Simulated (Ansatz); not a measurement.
# Data sheet: ScBeNO (DFT)

ScBeNO:
```yaml
crystal:
  lattice:
    - [3.23745, 0.00000, 0.00000]
    - [-1.61872, 2.80371, 0.00000]
    - [0.00000, 0.00000, 4.73234]
  atoms:
    - { symbol: Sc, position: [0.33333, 0.66667, 0.52122] }
    - { symbol: Be, position: [0.66667, 0.33333, 0.98874] }
    - { symbol: O, position: [0.33333, 0.66667, 0.08959] }
    - { symbol: N, position: [0.66667, 0.33333, 0.65044] }
```

Space group P3m1 (No. 156); conventional cell a = 3.2374 Å, b = 3.2374 Å, c = 4.7323 Å, α = 90.00°, β = 90.00°, γ = 120.00°.

Method: DFT-LDA in the program Ansatz with PAW potentials. The cell and atoms are relaxed at this level. Other levels are named where they apply.

**Cell and energy**

| Quantity | Value |
|---|---|
| Volume per atom | 10.74 Å³ |
| Density | 3.25 g/cm³ |
| Formation energy from the elements (no fitted shifts) | -2.03 eV/atom |

**Electronic structure**

| Item | Result |
|---|---|
| Band gap | 3.15 eV (indirect) |
| Valence-band maximum | at L |
| Conduction-band minimum | at Γ |
| Smallest direct gap on the standard path | 3.45 eV |
| Electron effective mass | 0.39, 0.39, 0.62 mₑ (principal values) |

**Mechanics**

| Item | Value |
|---|---|
| Bulk modulus (Birch–Murnaghan fit) | 151 GPa |
| Pressure derivative B′ | 3.6 |

**Dielectric response**

| Quantity | Result |
|---|---|
| Electronic dielectric constant ε∞ (DFPT) | 5.47 (xx = yy), 4.58 (zz) |
| Born charges (a third of the trace) | Sc +3.15, Be +2.01, O -2.21, N -2.96 e |
| Largest static χ(2) component | 45 pm/V |

**Phonons**

| Quantity | Value |
|---|---|
| Highest zone-centre frequency (without LO–TO term) | 26.26 THz |
| Zone-centre stability | unstable, softest mode 193i cm⁻¹ |
| Dynamical stability on the path | unstable, down to 336i cm⁻¹ |

The start of the workflow was typed in or built on a structure type; neither database checked (COD, Materials Project) lists it. Its standing as an ambient phase is unchecked. Symmetry was held in the LDA relaxation. The run is not spin-polarised. The volume moved by -25 % from the start of the relaxation. The references are the lowest solids computed at this level, not always the standard phases (solids in place of the gases).

Potentials: the earlier of the program's two PAW sets. The files were generated under PBE; for other functionals the program regenerates the frozen cores, and for LDA and PBEsol the local potential too.
